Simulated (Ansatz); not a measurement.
CsSnI$_{3}$:
```yaml
crystal:
  lattice:
    - [10.87421, 0.00000, 0.00000]
    - [0.00000, 4.81879, 0.00000]
    - [0.00000, 0.00000, 18.05701]
  atoms:
    - { symbol: Cs, position: [0.92525, 0.75000, 0.67187] }
    - { symbol: Cs, position: [0.57475, 0.25000, 0.17187] }
    - { symbol: Cs, position: [0.42525, 0.75000, 0.82813] }
    - { symbol: Cs, position: [0.07475, 0.25000, 0.32813] }
    - { symbol: I, position: [0.52303, 0.75000, 0.61019] }
    - { symbol: I, position: [0.97697, 0.25000, 0.11019] }
    - { symbol: I, position: [0.02303, 0.75000, 0.88981] }
    - { symbol: I, position: [0.47697, 0.25000, 0.38981] }
    - { symbol: I, position: [0.16711, 0.75000, 0.49944] }
    - { symbol: I, position: [0.33289, 0.25000, 0.99944] }
    - { symbol: I, position: [0.66711, 0.75000, 0.00056] }
    - { symbol: I, position: [0.83289, 0.25000, 0.50056] }
    - { symbol: I, position: [0.21103, 0.25000, 0.70994] }
    - { symbol: I, position: [0.28897, 0.75000, 0.20994] }
    - { symbol: I, position: [0.71103, 0.25000, 0.79006] }
    - { symbol: I, position: [0.78897, 0.75000, 0.29006] }
    - { symbol: Sn, position: [0.33947, 0.25000, 0.55998] }
    - { symbol: Sn, position: [0.16053, 0.75000, 0.05998] }
    - { symbol: Sn, position: [0.83947, 0.25000, 0.94002] }
    - { symbol: Sn, position: [0.66053, 0.75000, 0.44002] }
```

Relaxed with PBE.

Map the electron localisation function on the plane through (0.925, 0.750, 0.672) spanned by u = [1, 0, 0] and v = [0, 0, 1] in lattice vectors, from the program Ansatz at the PBE level (PAW).

x is the fraction of u, y of v (the angle between them is 90°; rows are the nearest grid lines); atoms in the plane: Cs at (0.00, 0.00), Cs at (0.50, 0.16), I at (0.60, 0.94), I at (0.10, 0.22), I at (0.24, 0.83), I at (0.74, 0.33), I at (0.36, 0.54), I at (0.86, 0.62), Sn at (0.24, 0.39), Sn at (0.74, 0.77).
```
y \ x   0.000  0.100  0.175  0.275  0.375  0.450  0.550  0.625  0.725  0.825  0.900   1.00
------  -----  -----  -----  -----  -----  -----  -----  -----  -----  -----  -----  -----
1.00    0.001  0.880  0.030  0.014  0.010  0.235  0.774  0.750  0.545  0.037  0.887  0.001
0.925   0.731  0.066  0.249  0.430  0.031  0.514  0.403  0.210  0.780  0.010  0.163  0.731
0.850   0.011  0.709  0.642  0.369  0.634  0.037  0.512  0.416  0.250  0.104  0.026  0.011
0.775   0.007  0.517  0.758  0.696  0.588  0.013  0.038  0.371  0.001  0.367  0.076  0.007
0.700   0.256  0.005  0.024  0.054  0.006  0.007  0.021  0.106  0.277  0.504  0.621  0.256
0.625   0.789  0.010  0.010  0.551  0.671  0.363  0.008  0.011  0.705  0.253  0.233  0.789
0.550   0.308  0.005  0.279  0.665  0.207  0.667  0.312  0.005  0.418  0.780  0.731  0.308
0.450   0.013  0.067  0.299  0.292  0.496  0.429  0.011  0.012  0.128  0.042  0.005  0.013
0.375   0.008  0.315  0.279  0.075  0.204  0.015  0.046  0.737  0.642  0.770  0.340  0.008
0.300   0.303  0.640  0.300  0.166  0.028  0.015  0.069  0.809  0.393  0.651  0.253  0.303
0.225   0.667  0.518  0.638  0.336  0.076  0.734  0.712  0.037  0.365  0.096  0.049  0.667
0.150   0.659  0.779  0.760  0.025  0.752  0.619  0.613  0.710  0.011  0.014  0.013  0.659
0.0750  0.718  0.102  0.008  0.015  0.017  0.398  0.298  0.017  0.011  0.011  0.116  0.718
0.000   0.001  0.880  0.030  0.014  0.010  0.235  0.774  0.750  0.545  0.037  0.887  0.001
```

The density is the valence pseudo-density with augmentation charge, so density and ELF within about 1 Å of a nucleus are not all-electron values.

Space group Pnma. The PBE relaxation kept the symmetry of its start. Scalar-relativistic: spin–orbit coupling is off unless named, which matters more the heavier the elements.

Potentials: the later of the program's two PAW sets.
